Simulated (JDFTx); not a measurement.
```yaml
surface: TiSi2(001), Si/Ti outermost, slab composition Ti4Si8
bulk: TiSi2, Cmcm, lattice of mp-1077503 (not re-optimised)
slab: 12 atoms in 4 planes, 1x1, 5.3 Å between the outermost planes
in-plane cell: 3.530 × 6.986 Å, 23.86 Å²
cell_height: 21.3 Å
sampling: 6×6×1 k mesh, Fermi smearing 0.01 Ha, no spin polarisation
```

Whether this polymorph is the ambient one wasn't checked. Neither spin polarisation nor a larger cell was tried.

Computed with JDFTx (a modified build): PBE, GBRV ultrasoft potentials, plane waves to 20/100 Ha. Vacuum. The outer atoms relax from bulk positions, keeping the cell's symmetry; the lattice is not PBE's own optimum in this code, and that strain can shift the moves by a few hundredths of an ångström. Input:

```
lattice \
  6.6711300624 -3.3355650312 0.0000000000 \
  0.0000000000 12.7731879997 0.0000000000 \
  0.0000000000 0.0000000000 40.2511664545
coords-type Lattice
ion Si 0.4417500000 0.8835000000 -0.1255341550 1
ion Si 0.7503100000 0.5006200000 -0.1255341550 1
ion Si 0.5582500000 0.1165000000 -0.0418447180 0
ion Si 0.2496900000 0.4993800000 -0.0418447180 0
ion Si 0.4417500000 0.8835000000 0.0418447180 0
ion Si 0.7503100000 0.5006200000 0.0418447180 0
ion Si 0.5582500000 0.1165000000 0.1255341550 1
ion Si 0.2496900000 0.4993800000 0.1255341550 1
ion Ti 0.1031200000 0.2062400000 -0.1255341550 1
ion Ti 0.8968800000 0.7937600000 -0.0418447180 0
ion Ti 0.1031200000 0.2062400000 0.0418447180 0
ion Ti 0.8968800000 0.7937600000 0.1255341550 1
ion-species pseudo/si_pbe_v1.upf
ion-species pseudo/ti_pbe_v1.4.upf
elec-cutoff 20 100
elec-ex-corr gga-PBE
coulomb-interaction Slab 001
coulomb-truncation-embed 0 0 0
kpoint-folding 6 6 1
elec-smearing Fermi 0.01
lcao-params 10
elec-n-bands 57
electronic-scf nIterations 100 energyDiffThreshold 1e-07
ionic-minimize nIterations 10 energyDiffThreshold 1e-5 knormThreshold 4e-4
dump-name vac.$VAR
dump End State Ecomponents EigStats BandEigs Forces ElecDensity IonicPositions Fillings Kpoints Dtot
```

Q: How far do the free atoms of the upper face move along the normal, and how much energy is released?

A: Si (atom 7) 0.13 Å, Si (atom 8) -0.03 Å, Ti (atom 12) -0.06 Å (positive: outward). The free energy falls by 0.262 eV per cell, 88 mJ/m².
